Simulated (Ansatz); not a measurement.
As (A7 type, space group R-3m)

Space group R-3m, hexagonal axes (No. 166); a = b = 3.7835 Å, c = 10.1093 Å, α = β = 90.00°, γ = 120.00°

```tsv
atom	site	symmetry	x	y	z
As	6c	3m	0.0000	0.0000	0.2303
```
(The calculation used a cell of 2 atoms; values per cell refer to that cell.)

The relaxed cell is deformed in two ways at once: its volume V is scaled, and at that volume it is stretched along z (the c axis of the conventional cell) so that c/a changes. Fractional atomic positions are held.

The numbers are results of PBE-D3(BJ) (plane waves to 420 eV, PAW, scalar-relativistic; Ansatz, an electronic-structure program), not measurements. k mesh 11×11×11 (Γ-centred), Fermi-Dirac smearing 0.05 eV. Compression counts positive. As the atoms are clamped, bonds stretch with the cell, which overstates energies and stresses. With partly filled bands, the response to shear is sensitive to the k mesh, so small differences along c/a are uncertain. As was relaxed with its symmetry unable to fall. 

Task: What σzz (GPa) does the calculation give at all points of the grid V/V₀ = 0.960, 0.980, 1.000, 1.020, 1.040 by (c/a)/(c/a)₀ = 0.920, 0.960, 1.000, 1.040, 1.080?

Result: σzz (GPa), with V/V₀ across and (c/a)/(c/a)₀ down:

```csv
(c/a)/(c/a)₀ \ V/V₀,0.960,0.980,1.000,1.020,1.040
0.920,5.7,4.2,2.8,1.5,0.4
0.960,4.3,2.8,1.4,0.2,-1.0
1.000,2.9,1.4,0.0,-1.2,-2.3
1.040,2.0,0.4,-1.0,-2.3,-3.5
1.080,1.4,-0.3,-1.8,-3.1,-4.3
```

(A scan under strain: stresses follow from slopes of the energy per volume, elastic moduli from its curvatures.)
